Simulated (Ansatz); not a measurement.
TiP in space group P6_3/mmc (No. 194; Ti on 4f, P on 2a, P on 2d) at seven volumes, r²SCAN (plane waves, PAW; program Ansatz), shape and atoms relaxed at each. One row is withheld.

```
V (Å³/atom)  P (GPa)
-----------  -------
14.072         16.45
14.536         10.12
15.000          4.68
15.464          0.01
15.928             ?
16.392         -7.49
16.856        -10.47
```

Problem. Fit the shown pressures and predict the withheld one.

Solution. P = (3/2)B₀(x^(7/2) − x^(5/2))[1 + (3/4)(B′ − 4)(x − 1)] with x = (V₀/V)^(2/3). Least squares on the six rows gives V₀ = 15.465 Å³/atom, B₀ = 144 GPa, B′ = 3.99. At V = 15.928, x = 0.9805 and P = -4.01 GPa. The run itself gave -4.02 GPa.

The workflow started from an entry of the Crystallography Open Database (COD). Whether it is the stable phase at ambient conditions was not checked. Symmetry was held in the r²SCAN relaxation; whether a distortion lowers the energy is not shown. No spin polarisation was allowed.

Potentials: the later of the program's two PAW sets.
